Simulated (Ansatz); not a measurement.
YPt$_{3}$:
```cif
data_Pt3Y
_chemical_formula_sum 'Pt3 Y1'
_space_group_name_H-M_alt 'Pm-3m'
_space_group_IT_number 221
_space_group_name_Hall '-P 4 2 3'
_cell_length_a 4.06192
_cell_length_b 4.06192
_cell_length_c 4.06192
_cell_angle_alpha 90.000
_cell_angle_beta 90.000
_cell_angle_gamma 90.000
loop_
_atom_site_label
_atom_site_type_symbol
_atom_site_symmetry_multiplicity
_atom_site_Wyckoff_symbol
_atom_site_fract_x
_atom_site_fract_y
_atom_site_fract_z
_atom_site_occupancy
Pt1 Pt 3 c 0.00000 0.50000 0.50000 1
Y1 Y 1 a 0.00000 0.00000 0.00000 1
```

This is the PBEsol-relaxed structure.

Task: All from the program Ansatz at the PBEsol level (PAW), unless another level is named. Estimate the formation energy from the elements (no fitted shifts).

Result: -0.99 eV/atom.

Task: Predict the density of states at the Fermi level.

Result: 0.79 states/eV per atom (mean over ±0.08 eV).

Task: Give the gap with spin–orbit coupling.

Result: none (metallic).

The workflow started from an entry of the Crystallography Open Database (COD). Whether it is the stable phase at ambient conditions was not checked. The PBEsol relaxation kept the symmetry of its start; of distortions, only those at the zone centre were tested. No spin polarisation was allowed. The references are the lowest solids computed at this level, not always the standard phases. Scalar-relativistic: spin–orbit coupling is off unless named, which matters more the heavier the elements.

Potentials: the later of the program's two PAW sets.
